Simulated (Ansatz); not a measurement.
## Structures of NaRuS3: which is lowest?

Plane-wave DFT in Ansatz with scalar-relativistic PAW potentials, cutoff 420 eV, Γ-centred meshes chosen by cell and gap, Gaussian smearing with energies taken to zero width. Every cell was relaxed (cell and atoms) in a run of its own, within the symmetry of its start. Functional: PBE.

Relaxed structures (starts from databases or built by putting these elements on another compound's sites):
A. Pm-3m, 5 atoms in the computed cell, a = 4.695 Å; sites (symmetry × multiplicity) Na m-3m × 1, Ru m-3m × 1, S 4/mm.m × 3; start: built
B. P4mm, 5 atoms in the computed cell, a = 4.294 Å, c = 6.082 Å; sites (symmetry × multiplicity) Na 4mm × 1, Ru 4mm × 1, S 2mm. × 2 + 4mm × 1; start: built

Rank them by energy. Could pressure change the order?

| structure | group | E − E(lowest) (meV/atom) | V (Å³/atom) | gap on mesh (eV) |
| --- | --- | --- | --- | --- |
| B | P4mm | 0.0 | 22.43 | 0.00 |
| A | Pm-3m | 236 | 20.69 | 0.00 |

B is lowest, 236 meV/atom under A. A is denser by 1.74 Å³/atom, so pressure favours it: ΔE/ΔV, with ΔE in eV and 1 eV/Å³ = 160.2 GPa, gives about 22 GPa for equal enthalpy if both cells were rigid; at such pressures compression changes ΔV much, so this is a scale only. Other structures may lie lower than all of these, and vibrations aren't counted.

Spin polarisation was left out, and a magnetic state may lie lower.